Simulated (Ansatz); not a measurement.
**Ta (Im-3m): from strained cells to moduli**

```
CELL_PARAMETERS angstrom
-1.64111 1.64111 1.64111
1.64111 -1.64111 1.64111
1.64111 1.64111 -1.64111
ATOMIC_POSITIONS crystal
Ta 0.00000 0.00000 0.00000
```

Level of theory, where no other is named: PBEsol, PAW on Ansatz 0.2.0's default frozen-core files (fitted under PBE), scalar-relativistic. k mesh 24×24×24, Fermi-Dirac smearing of 0.100 eV, cutoff 420 eV. The cell was relaxed by PAW under this functional.

The cell is cubic and carries a residual pressure of -0.01 GPa at this level. Each strain component that symmetry leaves independent is applied at ±0.008, the ions relax wherever a strain frees them, and the stress (tension positive, GPa) is read. Shears are engineering strains, γ = 2ε.

```json
{"strain": "xx", "size": "-0.008", "σxx": "-2.3327", "σyy": "-1.3594", "σzz": "-1.3594", "σyz": "0.0000", "σxz": "0.0000", "σxy": "0.0000"}
{"strain": "xx", "size": "+0.008", "σxx": "2.2441", "σyy": "1.3212", "σzz": "1.3212", "σyz": "0.0000", "σxz": "0.0000", "σxy": "0.0000"}
{"strain": "yz", "size": "-0.008", "σxx": "-0.0008", "σyy": "0.0050", "σzz": "0.0050", "σyz": "-0.6023", "σxz": "0.0000", "σxy": "0.0000"}
{"strain": "yz", "size": "+0.008", "σxx": "-0.0008", "σyy": "0.0050", "σzz": "0.0050", "σyz": "0.6023", "σxz": "0.0000", "σxy": "0.0000"}
```

A central difference gives one constant, for example C11 ≈ (2.2441 − (-2.3327))/(0.016) = 286.1 GPa; the program then imposes the crystal's symmetry on the whole matrix.

(1) What are the independent elastic constants?

(2) Do they meet the Born conditions?

(3) What moduli does a random aggregate of grains have?

(4) With the density of 16.995 g/cm³, how fast does sound travel, and what Debye temperature follows?

## Answers

(1) C11 = 286.1, C12 = 167.5, C44 = 75.3 GPa.

(2) C11 − C12 = 118.5, C11 + 2C12 = 621.1 and C44 = 75.3 GPa must all be positive, so the crystal is elastically stable; that says nothing yet of its phonons.

(3) B = (C11 + 2C12)/3 = 207.0 GPa. G_V = (C11 − C12 + 3C44)/5 = 68.9 and G_R = 5(C11 − C12)C44/(4C44 + 3(C11 − C12)) = 67.9, so G_H = 68.4 GPa. Then E = 9BG/(3B + G) = 184.9 GPa, ν = (3B − 2G)/(6B + 2G) = 0.351 and B/G = 3.03, on the ductile side of Pugh's 1.75 (a rule of thumb).

(4) 

| direction | slow (m/s) | middle (m/s) | fast (m/s) |
| --- | --- | --- | --- |
| [100] | 2105 | 2105 | 4103 |
| [110] | 1867 | 2105 | 4216 |
| [111] | 1950 | 1950 | 4253 |

The mean of v⁻³ over directions and branches gives v_m = 2254 m/s and θ_D = (ħ/k_B) v_m (6π²n)^(1/3) = 258 K, n being atoms per volume. Young's modulus spans 162 to 201 GPa over directions, and the universal anisotropy index is 0.07.

Caveats: frozen-core PAW files fitted under PBE, their cores solved anew for the functional of the run; responses of metals move with mesh and smearing; no spin-orbit coupling on heavy atoms; C44 of V, Nb and Ta is known to come out low.
